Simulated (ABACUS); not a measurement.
A self-consistent single point of Au (Cmcm, 4 atoms in the cell; from Materials Project mp-1008634, changed as shown).

```
CELL_PARAMETERS angstrom
      2.70310     0.00000     0.00000
      0.00000     4.89541     0.00000
      0.00000     0.00000     4.68597
ATOMIC_POSITIONS crystal
  Au 0.00000 0.33467 0.75000
  Au 0.50000 0.16533 0.25000
  Au 0.50000 0.83467 0.75000
  Au 0.00000 0.66533 0.25000
```

All values come from this method and carry its errors: LDA (PW92), numerical atomic orbitals TZDP (confined pseudo-atomic orbitals with Gaussian additions; energy shift 0.01 Ry), PseudoDojo 0.4 standard norm-conserving LDA (tails mended) pseudopotentials (ABACUS 3.10.1).

ABACUS settings:

```
key                                                                   value
---------------  ----------------------------------------------------------
basis                  TZDP numerical atomic orbitals, energy shift 0.01 Ry
KPT                                                      Gamma 12 8 8 0 0 0
basis_type                                                             lcao
dft_functional                                                        PWLDA
ecutwfc                                                              100 Ry
smearing_method                                                          fd
smearing_sigma                                                0.00734986 Ry
potentials       PseudoDojo 0.4 standard norm-conserving LDA (tails mended)
symmetry                                                                  1
ks_solver                                                     scalapack_gvx
scf_nmax                                                                100
scf_thr                                                             1.0e-07
mixing_type                                                         broyden
mixing_beta                                                             0.7
```

Results:

| Quantity | Value |
|---|---|
| Number of valence electrons | 76 |
| Number of bands | 48 |
| Number of k-points after the program's reduction | 175 |
| Size of the basis | 156 |
| Number of SCF iterations | 8 |
| Free energy E − TS | -16059.9795 eV |
| Fermi level (on the code's own zero) | 23.11 eV |
| Pressure | 15.81 GPa |

Stress (GPa, positive for compression):
```
19.34   0.00   0.00
 0.00  14.10   0.00
 0.00   0.00  13.99
```

For comparison: a first run was changed to give this one (lattice scaled by 0.98), and from it to this one the free energy goes up by 48.8 meV/atom and the pressure goes from 1.38 to 15.81 GPa.

The atom-centred basis is finite, which shifts total energies and pressures against plane waves. The structure comes from a collection of computed structures, made at another level of theory; the collection holds predicted forms beside known ones. Its lattice was then scaled.

Cost on one core: around 60 core-seconds (rough).

The atomic orbitals were generated for these runs; they are not ABACUS's published sets and were checked against plane waves on a few crystals only.

“Tails mended”: in these copies of the files the far tail of each local potential was reset to the Coulomb form.
